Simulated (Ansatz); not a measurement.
SiGeO₃ in space group P4mm (No. 99; Si on 1b, Ge on 1a, O on 2c, O on 1b), r²SCAN+D4 (plane waves, PAW; program Ansatz). The conduction-band minimum lies at Z, with 1 equivalent valley. Second derivatives d²E/dk² of the lowest band at one valley (eV·Å²), along Cartesian directions:

```tsv
direction	d²E/dk²
[100]	15.88
[010]	15.88
[001]	21.80
[110]	15.88
[101]	18.84
[011]	18.84
```

Problem. Find the principal effective masses, the density-of-states mass and the conductivity mass.

Solution. Off-diagonal terms follow from H_xy = H[110] − (H_xx + H_yy)/2, and m*/mₑ = 7.620 eV·Å² over each eigenvalue: 0.35, 0.48, 0.48. One valley's DOS mass (m₁m₂m₃)^(1/3) = 0.43, conductivity mass 3/(Σ 1/mᵢ) = 0.43 mₑ.

Problem. What effective density of states Nc follows at 300 K for parabolic valleys?

Solution. Nc = 2.509e19 × 1 × (0.43)^(3/2) ≈ 7.1e18 cm⁻³.

The start of the workflow was typed in or built on a structure type; neither database checked (COD, Materials Project) lists it. Its standing as an ambient phase is unchecked. The cell was relaxed with r²SCAN+D4 under the symmetry of its start; whether a distortion lowers the energy is not shown. Spin–orbit coupling is left out wherever it is not named.

Potentials: the later of the program's two PAW sets.

Edges and masses are those of Kohn–Sham bands, whose gap is no quasiparticle gap.
